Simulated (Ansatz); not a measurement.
Start of a relaxation of ScH3Br2:

```
Sc H Br
1.0
     3.22905    0.00000    0.00000
     0.00000    3.22905    0.00000
     0.00000    0.00000    9.89714
Sc H Br
1 3 2
Direct
  0.00000 0.00000 0.00000
  0.50000 0.50000 0.18173
  0.50000 0.50000 0.50000
  0.50000 0.50000 0.81827
  0.00000 0.00000 0.33928
  0.00000 0.00000 0.66072
```

Computed with DFT PBE, scalar-relativistic, plane waves, PAW (Ansatz). Cutoff 420 eV, Gaussian smearing, Γ-centred meshes. Cell and atoms relax first on a coarse mesh and then on a finer one. In between, the cell is made exact in the group found at 0.06 Å. In metals the finer mesh still leaves noise of several meV/atom or more. The steps can't lower the symmetry of their start. Collinear spin is switched on along the way, since trial moments persisted in a coarse test.

A guess keeps its type if space group and coordination stay and the shape of the cell changes little (axis ratios within about 15 %, angles within 6°); the volume may change.

Problem. Will the relaxed cell still be of the starting type?

Solution. It doesn't keep its type. The symmetry stays P4/mmm (No. 123). The volume per atom grows by 51.3 %, from 17.2 to 26.0 Å³. The shortest distance goes from 2.76 Å (H–Br) to 0.78 Å (H–H). The end holds H–H pairs as short as in free H₂ molecules (shortest 0.78 Å). The ratio c/a of the conventional cell changes by a factor of 0.80. Counting neighbours within 15 % of an atom's shortest distance, the start has Br 8, H 9/10, Sc 12 and the end Br 1, H 1/12, Sc 2. In detail, at the end Sc is surrounded by 2 Br at 2.44 Å and 8 H at 2.86 Å; H on a site of symmetry 4mm is surrounded by 1 H at 0.78 Å, 4 Sc at 2.86 Å, 4 Br at 3.49 Å, 4 H at 4.00 Å, 4 Br at 4.00 Å, 4 H at 4.08 Å and 1 H at 4.49 Å; Br is surrounded by 1 Sc at 2.44 Å, 4 H at 3.49 Å and 4 H at 3.74 Å; 1 more site not described.

```
CELL_PARAMETERS angstrom
4.00094 0.00000 0.00000
0.00000 4.00094 0.00000
0.00000 0.00000 9.75632
ATOMIC_POSITIONS crystal
Sc 0.00000 0.00000 0.00000
H 0.50000 0.50000 0.03997
H 0.50000 0.50000 0.50000
H 0.50000 0.50000 0.96003
Br 0.00000 0.00000 0.25005
Br 0.00000 0.00000 0.74995
```

Energies over the elements count from the elements' standard structures at the same level (H₂ as a molecule), with no fitted energy shifts. The references include crystalline Br.

Problem. At what energy does it end?

Solution. −0.01 eV/atom. The formation energy is too near zero to say whether this cell lies below the elements.

The last run used collinear spin, a 10×10×4 mesh (in the run's order of axes) for its 6-atom cell and Gaussian smearing of 0.10 eV. The k mesh leaves some 4 meV/atom of noise in the energy of each metallic cell. No dispersion correction is applied, so the spacing and binding between layers, chains or molecules are poorly described. The reference form of Br is held partly by dispersion forces, which this level lacks. With hydrogen, zero-point motion can shift formation energies by some tens of meV/atom. Another magnetic order may lie lower. A structure relaxed within its symmetry needn't be a true minimum.

In counts of neighbours, a slash parts the counts of unlike sites.
